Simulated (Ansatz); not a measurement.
An element in the sc structure gives these cold pressures by all-electron LAPW under PBEsol (Ansatz 0.2.0, scalar-relativistic, no spin polarisation).

| V (Å³/atom) | P (GPa) |
| --- | --- |
| 19.86 | -0.12 |
| 17.87 | 19.26 |
| 15.89 | 52.1 |
| 13.90 | 109.6 |
| 11.92 | 214.7 |
| 9.93 | 427.1 |
| 7.94 | 921.2 |

Q: Which element is it?

A: Ta. Its zero-pressure volume in this structure is near 19.9 Å³/atom; the volume and the steepness of P(V) together point to it, though neighbours can come close. Neighbours weren't tried against these numbers.
